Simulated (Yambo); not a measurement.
Yambo run on BeO (wurtzite, space group P6_3mc, No. 186). The wavefunctions come from this Quantum ESPRESSO step (PBE, PseudoDojo standard norm-conserving files, scalar-relativistic):

```
&CONTROL
  calculation = 'nscf'
  pseudo_dir = './pseudo'
  outdir = './out'
/
&SYSTEM
  ibrav = 0
  nat = 4
  ntyp = 2
  ecutwfc = 88.0
  ecutrho = 352.0
  occupations = 'fixed'
  force_symmorphic = .true.
  nbnd = 68
/
&ELECTRONS
  conv_thr = 4e-09
  diago_full_acc = .true.
  diago_thr_init = 1e-08
/
ATOMIC_SPECIES
Be 9.0122 Be.upf
O 15.9990 O.upf
CELL_PARAMETERS angstrom
  2.694280033000   0.000000000000   0.000000000000
 -1.347140016000   2.333314953000   0.000000000000
  0.000000000000   0.000000000000   4.376020000000
ATOMIC_POSITIONS crystal
Be   0.333333333000   0.666666667000   0.000160000000
Be   0.666666667000   0.333333333000   0.500160000000
O   0.333333333000   0.666666667000   0.377340000000
O   0.666666667000   0.333333333000   0.877340000000
K_POINTS automatic
6 6 4 0 0 0
```

Yambo input:

```
rim_cut
gw0
dyson
el_el_corr
HF_and_locXC
ppa
em1d
RandQpts= 1000000
RandGvec= 1 Ry
EXXRLvcs= 88 Ry
VXCRLvcs= 352 Ry
Chimod= "HARTREE"
% BndsRnXp
 3 | 66 |
%
NGsBlkXp= 10 Ry
% LongDrXp
 1.0 | 1.0 | 1.0 |
%
PPAPntXp= 27.2114 eV
% GbndRnge
 1 | 66 |
%
GTermKind= "BG"
DysSolver= "n"
ExtendOut
% QPkrange
 1 | 1 | 10 | 11 |
 3 | 3 | 10 | 11 |
 10 | 10 | 10 | 11 |
 12 | 12 | 10 | 11 |
 19 | 19 | 10 | 11 |
 21 | 21 | 10 | 11 |
%
```

k points by index: 1 = Γ, 3 = A, 10 = M, 12 = L, 19 = K, 21 = H.

Table of the .qp output:

```
#    K-point    Band    Eo [eV]    E [eV]    E-Eo [eV]    Vxc [eV]    Vnlxc [eV]    Sc|Eo [eV]    Sc|E [eV]    dSc/dw|Eo [eV]    Re(Z)    Im(Z)
#
    1    10    0.000000    -1.414578    -1.414578    -20.72709    -26.21108    3.766461    4.069412    -5.827374    0.823619    -0.845052E-3
    1    11    7.723278    8.821033    1.097755    -13.57766    -8.363144    -3.935138    -4.116764    -4.501911    0.858043    -0.703180E-3
    3    10    -0.521318    -2.012754    -1.491436    -20.29229    -25.96568    3.862097    4.181947    -5.835380    0.823420    -0.856710E-3
    3    11    9.950996    11.37481    1.423812    -14.37667    -8.571122    -4.134806    -4.381734    -4.718961    0.852210    -0.750246E-3
    10    10    -0.912584    -2.452174    -1.539591    -19.97983    -25.76713    3.916016    4.247717    -5.862302    0.822749    -0.868505E-3
    10    11    9.835799    11.15001    1.314213    -12.22003    -6.718826    -3.978113    -4.186990    -4.324672    0.862865    -0.706008E-3
    12    10    -1.718288    -3.399411    -1.681123    -19.27047    -25.26795    3.950427    4.316358    -5.922799    0.821247    -0.890259E-3
    12    11    9.104673    10.32153    1.216857    -11.58209    -6.168486    -4.010144    -4.196745    -4.172546    0.867048    -0.681539E-3
    19    10    -2.393174    -4.197710    -1.804536    -18.77499    -25.02541    4.049258    4.445885    -5.980592    0.819817    -0.919255E-3
    19    11    9.166691    10.25146    1.084766    -9.993896    -4.758864    -3.993144    -4.150265    -3.941128    0.873489    -0.661555E-3
    21    10    -1.272640    -2.872560    -1.599920    -19.66499    -25.53059    3.919053    4.265687    -5.895228    0.821931    -0.877809E-3
    21    11    11.68268    13.21422    1.531543    -13.27102    -7.237769    -4.237944    -4.501714    -4.686231    0.853085    -0.770563E-3
```
(The two width columns are left out.) Convergence of these settings isn't established.

Geometry of the Materials Project entry, not relaxed at this level.
